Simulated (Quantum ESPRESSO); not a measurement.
BaTiO₃ has the cubic space group Pm-3m (No. 221), the cubic perovskite structure, Pearson symbol cP5. Cell: a = 4.008 Å, b = 4.008 Å, c = 4.008 Å, α = 90.00°, β = 90.00°, γ = 90.00°. O on 3d has 2 Ti at 2.004 Å and 4 Ba at 2.834 Å (octahedral). Ti on 1a has 6 O at 2.004 Å (octahedral). Ba on 1b is coordinated by 12 O at 2.834 Å (cuboctahedral). (Neighbours: up to the widest gap in distance over summed covalent radii, below 1.35, at either atom; cation-cation contacts left out.)

The geometry is that of Materials Project entry mp-2998, symmetrised and not relaxed again.

Task: What does PBEsol (Quantum ESPRESSO, PseudoDojo norm-conserving, 84 Ry, scalar-relativistic) give for the electronic structure near the Fermi level?

Result: The PBEsol gap is indirect, 1.78 eV, from R to Γ; the smallest direct gap is 1.89 eV. The cell is held in this high symmetry; tilts and polar distortions were not searched.

This is not the ordinary phase of the substance.
